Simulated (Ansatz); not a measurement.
Here is the system:

ZnS (zinc blende, space group No. 216), a = b = c = 5.4437 Å, α = β = γ = 90.00°; the cell used has 2 atoms.

This is the PBE-relaxed structure.

### Question
All from DFT-PBE in the program Ansatz with PAW potentials, unless another level is named. Give the hole effective mass, band 2 of 3 at the edge.

### Answer
0.72 along [100], 0.72 along [110], 1.5 along [111] (mₑ).

### Question
Next, the band gap?

### Answer
2.01 eV (direct).

### Question
Predict the weight of the conduction-edge state by species (Voronoi cells).

### Answer
Zn 61 %, S 39 %.

### Question
Next, the valence-band maximum?

### Answer
at Γ.

Space group F-43m (zinc blende). The cell was relaxed with PBE under the symmetry of its start.

Potentials: the earlier of the program's two PAW sets.
